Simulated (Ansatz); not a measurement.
## InSb$_{3}$ (Fm-3m): electronic heat capacity and spin susceptibility from the density of states

Theory: DFT PBEsol, scalar-relativistic, plane waves, PAW (Ansatz).

Plane waves to 420 eV, a k mesh through Γ of 10×10×10 on the computed 4-atom cell and Gaussian smearing (0.10 eV); no spin polarisation.

Relaxed cell: Fm-3m, a = 7.448 Å, b = 7.448 Å, c = 7.448 Å, α = 90.00°, β = 90.00°, γ = 90.00°, 4 atoms in the primitive cell. Whether it is the stable form of this composition wasn't checked.

The density of states at the Fermi level is 2.414 states/eV in the cell of 4 atoms (1 formula unit; both spins, tetrahedra on a 15×15×15 mesh).

Task: What Sommerfeld coefficient and Pauli susceptibility does this give?

Result: Per formula unit N(E_F) = 2.414 states/eV. γ = (π²/3) k_B² N(E_F) N_A = 2.357 mJ/(mol K²) per state/eV, so γ = 5.7 mJ/(mol K²), a mole of formula units. χ_P = μ_B² N(E_F) N_A = 3.23×10⁻⁵ emu/mol per state/eV gives 7.8×10⁻⁵ emu/mol. This is the bare band result: a measured γ of the same phase is as a rule larger by a factor 1 + λ from phonons and spin fluctuations, the spin part of χ is larger by the Stoner factor, and a measured χ also holds orbital and core terms. N(E_F) at one energy is sensitive to the mesh where the density of states has sharp peaks.

Spin-orbit coupling is left out, which matters for the bands of heavy elements.

Cost: 1 run of about 0.58 core-minutes, on Intel Xeon 6975P-C (Granite Rapids) (shared hosts).